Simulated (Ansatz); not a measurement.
# Vibrational response of PbS$_{2}$ at 9.0 GPa

Level of theory: DFT PBEsol, scalar-relativistic, plane waves, PAW in Ansatz. Plane waves to 420 eV; Γ-centred k mesh 12×12×12; Fermi-Dirac smearing of 0.15 eV. No spin polarisation. Phonons by linear response, acoustic sum rule imposed.

The cell is fixed (symmetry leaves no force on the atoms) and stands under 9.0 GPa:
```yaml
crystal:
  lattice:
    - [0.00000, 3.19400, 3.19400]
    - [3.19400, 0.00000, 3.19400]
    - [3.19400, 3.19400, 0.00000]
  atoms:
    - { symbol: Pb, position: [0.00000, 0.00000, 0.00000] }
    - { symbol: S, position: [0.25000, 0.25000, 0.25000] }
    - { symbol: S, position: [0.75000, 0.75000, 0.75000] }
```

The cell is the ideal cubic fluorite prototype; whether it is the stable structure of this composition wasn't checked. In a metal, frequencies and elastic constants depend on the k mesh and the smearing, soft modes and shear constants most. Spin–orbit coupling is left out, which matters for heavy elements. A semilocal functional can close a gap that the real compound has.

Optical modes at Γ; i marks an imaginary frequency:
| frequency (cm⁻¹) | degeneracy |
| --- | --- |
| 164 | 3 |
| 174 | 3 |

All 6 optical modes at Γ are real: no displacement of atoms at fixed cell lowers the energy to second order. Strains and modes at other wave vectors aren't tested by this run.

Cost: 1 run of about 1.7 core-minutes, on Arm Neoverse N1 (shared hosts).